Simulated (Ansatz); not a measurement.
**SiC with phosphorus replacing C: gradients before and after relaxing the atoms**

Start: a supercell of SiC (zinc blende type, F-43m) built from an entry of the Crystallography Open Database (COD), with all atoms left at the host's positions.

Space group F-43m (No. 216); a = 13.0740 Å.

```csv
site,Wyckoff,site symmetry,x,y,z
Si1,16e,.3m,0.4167,0.0833,0.4167
Si3,24g,2.mm,0.7500,0.0833,0.7500
Si5,48h,..m,0.7500,0.9167,0.5833
Si14,4d,-43m,0.7500,0.7500,0.7500
Si18,16e,.3m,0.0833,0.5833,0.9167
P,4a,-43m,0.5000,0.0000,0.5000
C29,48h,..m,0.6667,0.0000,0.6667
C32,16e,.3m,0.8333,0.8333,0.6667
C36,16e,.3m,0.1667,0.6667,0.8333
C42,24f,2.mm,0.0000,0.6667,0.0000
```

One atom of each set is listed; the run and its k-mesh use a cell of 54 atoms with edges of 9.24, 9.24, 9.24 Å.

All values are calculated (Ansatz; DFT, PBE, plane waves and PAW, scalar-relativistic, 420 eV cutoff, Γ-centred 3×3×3 k-points, Fermi–Dirac smearing 0.01 eV, cell charge +1), not measured.

The largest force at the start is 11 eV/Å. Relaxing the ions at fixed cell moves them by 0.242 Å at most (atom 4, Si) and 0.068 Å rms.

```json
{"site": "Si1", "moved (Å)": "0.242", "first shell before": "1 P at 1.89 Å, 3 C at 1.89 Å", "first shell after": "3 C at 1.85 Å, 1 P at 2.13 Å", "V_zz before (10²¹ V/m²)": "-1.25", "η before": "0.00"}
{"site": "Si3", "moved (Å)": "0.001", "first shell before": "4 C at 1.89 Å", "first shell after": "4 C at 1.86–1.89 Å", "V_zz before (10²¹ V/m²)": "-0.43", "η before": "0.75"}
{"site": "Si5", "moved (Å)": "0.011", "first shell before": "4 C at 1.89 Å", "first shell after": "4 C at 1.88–1.89 Å", "V_zz before (10²¹ V/m²)": "0.27", "η before": "0.98"}
{"site": "Si18", "moved (Å)": "0.003", "first shell before": "4 C at 1.89 Å", "first shell after": "4 C at 1.89 Å", "V_zz before (10²¹ V/m²)": "0.042", "η before": "0.00"}
{"site": "P", "moved (Å)": "0.000", "first shell before": "4 Si at 1.89 Å", "first shell after": "4 Si at 2.13 Å", "V_zz before (10²¹ V/m²)": "0.00", "η before": "–"}
{"site": "C29", "moved (Å)": "0.035", "first shell before": "4 Si at 1.89 Å", "first shell after": "4 Si at 1.85–1.89 Å", "V_zz before (10²¹ V/m²)": "0.54", "η before": "0.06"}
{"site": "C32", "moved (Å)": "0.001", "first shell before": "4 Si at 1.89 Å", "first shell after": "4 Si at 1.88–1.89 Å", "V_zz before (10²¹ V/m²)": "-0.11", "η before": "0.00"}
{"site": "C36", "moved (Å)": "0.001", "first shell before": "4 Si at 1.89 Å", "first shell after": "4 Si at 1.89 Å", "V_zz before (10²¹ V/m²)": "-0.11", "η before": "0.00"}
{"site": "C42", "moved (Å)": "0.001", "first shell before": "4 Si at 1.89 Å", "first shell after": "4 Si at 1.88–1.89 Å", "V_zz before (10²¹ V/m²)": "-0.038", "η before": "0.19"}
```

(1) What are V_zz and η after the relaxation?

Answers

(1) 

```tsv
site	V_zz after	η after	change of V_zz
Si1	2.95	0.00	+4.20
Si3	-0.45	0.40	–
Si5	-0.51	0.41	–
Si18	0.12	0.00	+0.08
P	0.00	–	0.00
C29	0.49	0.90	–
C32	-0.016	0.00	+0.09
C36	-0.043	0.00	+0.06
C42	0.013	0.67	–
```

The largest change of V_zz along a kept axis is on Si1, from -1.25 to 2.95. V_zz changes sign on Si1 (same axis). On C29, Si3, Si5, C42 the largest principal value lies along another axis in the second run, so the two V_zz can't be compared directly. Other sites without a gradient aren't listed.

The defect repeats with the cell of 54 atoms, so it feels its images: sites between two images don't show the values beside a lone defect, and zeros or small values of η there can come from the images' arrangement. A uniform background compensates the cell's charge.
Before: The cell keeps the host's lattice, where the PBE pressure is 12 GPa (in a charged cell this depends on the convention for the mean potential). The neighbours have not yet relaxed around the defect (largest force 11 eV/Å), so the values at and beside it are those of a strained start, not of the defect in a real crystal.
After: The relaxation keeps the site symmetry -43m of the start, so the impurity can't leave its site; a start off the site could end lower. The cell keeps the host's lattice, where the PBE pressure is 10 GPa (in a charged cell this depends on the convention for the mean potential).
